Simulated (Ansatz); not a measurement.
Consider the following.

Ag3Pt:
```cif
data_Ag3Pt
_chemical_formula_sum 'Ag3 Pt1'
_space_group_name_H-M_alt 'Pm-3m'
_space_group_IT_number 221
_space_group_name_Hall '-P 4 2 3'
_cell_length_a 3.96536
_cell_length_b 3.96536
_cell_length_c 3.96536
_cell_angle_alpha 90.000
_cell_angle_beta 90.000
_cell_angle_gamma 90.000
loop_
_atom_site_label
_atom_site_type_symbol
_atom_site_symmetry_multiplicity
_atom_site_Wyckoff_symbol
_atom_site_fract_x
_atom_site_fract_y
_atom_site_fract_z
_atom_site_occupancy
Ag1 Ag 3 c 0.00000 0.50000 0.50000 1
Pt1 Pt 1 a 0.00000 0.00000 0.00000 1
```

This is the LDA-relaxed structure.

### Question
All from plane-wave PAW LDA (Ansatz code), unless another level is named. Give the density of states at the Fermi level.

### Answer
0.36 states/eV per atom (mean over ±0.08 eV).

### Question
What about the formation energy from the elements (no fitted shifts)?

### Answer
0.006 eV/atom.

The workflow started from a Materials Project entry (that database holds measured and hypothetical structures alike); the Crystallography Open Database files this formula in space group No. 221, but the cells were not matched. Whether it is the stable phase at ambient conditions was not checked. Symmetry was held in the LDA relaxation; of distortions, only those at the zone centre were tested. No spin polarisation was allowed. The references are the lowest solids computed at this level, not always the standard phases. Spin–orbit coupling is left out wherever it is not named.

Potentials: the later of the program's two PAW sets.
